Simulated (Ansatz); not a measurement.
This run works on a generated trial structure, not on a known crystal.

Input and command of a plane-wave DFT calculation in Ansatz:

```yaml
crystal:
  lattice:
    - [4.10028835, 0.0, 0.0]
    - [0.0, 4.10028835, 0.0]
    - [0.0, 0.0, 6.66434507]
  atoms:
    - { symbol: Cr, position: [0.5, 0.5, 0.5], spin: 3.0 }
    - { symbol: B, position: [0.5, 0.0, 0.5] }
    - { symbol: B, position: [0.0, 0.5, 0.5] }
    - { symbol: B, position: [0.0, 0.0, 0.5] }
    - { symbol: P, position: [0.74797893, 0.74797893, 0.0] }
    - { symbol: P, position: [0.25202107, 0.25202107, 0.0] }
    - { symbol: P, position: [0.25202107, 0.74797893, 0.0] }
    - { symbol: P, position: [0.74797893, 0.25202107, 0.0] }
basis:
  ecutwfc: 420
kpoints:
  mp_grid: { grid: [4, 4, 3] }
hamiltonian:
  xc: pbe
scf:
  occupations: { method: gaussian, width: 0.2 }
  lower_state_search: "off"
output:
  forces: true
  stress: true
  eigenvalues: true
  populations: true
magnetization:
  spin_polarized: true
relax:
  adjacent_minimum: "off"
  f_tol: 0.08
  max_steps: 16
  cell: { stress_tol: 0.8 }
```

```bash
ansatz run input.yaml --threads 1 --pin off --max-ram 2560MiB --backend cpu --events-out ev --progress --plain --runs-dir out
```

Processor: Intel(R) Xeon(R) Platinum 8488C (Sapphire Rapids), 1 thread, on a host shared with other jobs.

Task: Estimate time, memory and problem size.

Result: About 74 s, peak memory 0.49 GiB. It solves 31 bands at 12 k points (after reduction by symmetry) with about 1719 plane waves (on the last cell), in 136 SCF iterations over 13 ionic steps.
